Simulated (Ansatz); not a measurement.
BaHfO3:
```
BaHfO3
1.0
    4.17718     0.00000     0.00000
    0.00000     4.17718     0.00000
    0.00000     0.00000     4.17718
Ba Hf O
1 1 3
Direct
  0.00000   0.00000   0.00000
  0.50000   0.50000   0.50000
  0.00000   0.50000   0.50000
  0.50000   0.50000   0.00000
  0.50000   0.00000   0.50000
```

Relaxed with r²SCAN. Special points in fractions of this cell's reciprocal vectors: Γ (0.000, 0.000, 0.000); X (0.000, 0.500, 0.000); M (0.500, 0.500, 0.000); R (0.500, 0.500, 0.500).

Task: List the band energies nearest the valence-band maximum at these points for the program Ansatz at the r²SCAN with spin–orbit coupling level (PAW).

Result: In eV from the valence-band maximum; about four levels below and three above (degenerate sets whole), none deeper than 8.9 eV; points with the same levels are listed once.

| k | below | above |
|---|---|---|
| Γ | -0.05 -0.05 -0.05 -0.05 | 4.10 4.10 4.10 4.10 |
| X | -0.55 -0.55 -0.34 -0.34 | 4.65 4.65 6.79 6.79 |
| M | -0.82 -0.82 -0.05 -0.05 | 6.73 6.73 6.91 6.91 |
| R | 0.00 0.00 0.00 0.00 | 6.74 6.74 6.77 6.77 6.77 6.77 |

Space group Pm-3m (cubic perovskite). The cell was relaxed with r²SCAN under the symmetry of its start; phonons on a q-mesh show no instability. The run is not spin-polarised.

Potentials: the later of the program's two PAW sets.
